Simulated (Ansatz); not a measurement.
C:
Space group P6₃/mmc (No. 194); a = 2.456 Å, b = 2.456 Å, c = 7.079 Å, α = 90.00°, β = 90.00°, γ = 120.00°

| atom | site | symmetry | x | y | z |
|---|---|---|---|---|---|
| C | 2b | -6m2 | 0.0000 | 0.0000 | 0.2500 |
| C | 2c | -6m2 | 0.3333 | 0.6667 | 0.2500 |

Relaxed at zero pressure with DFT-r²SCAN in the program Ansatz with PAW potentials.

**Question.** The volume is raised by 6 % and shape and atoms relax at that volume. What pressure results, and how do the axes share the change?

**Answer.** -0.7 GPa; a 0.1 %, b 0.1 %, c 5.8 %; the energy rises by 2 meV/atom.

**Question.** Give the new structure.

**Answer.** 
Space group P6₃/mmc (No. 194); a = 2.4576 Å, b = 2.4576 Å, c = 7.4922 Å, α = 90.00°, β = 90.00°, γ = 120.00°

```csv
atom,site,symmetry,x,y,z
C,2b,-6m2,0.0000,0.0000,0.2500
C,2c,-6m2,0.3333,0.6667,0.2500
```

The phase is kept; no other phase was compared at this pressure.

Space group P6_3/mmc (graphite). The cell was relaxed with r²SCAN under the symmetry of its start. A crystal of weakly bound layers computed without a dispersion correction: the cell and the soft elastic constants depend strongly on that.

Potentials: the later of the program's two PAW sets.
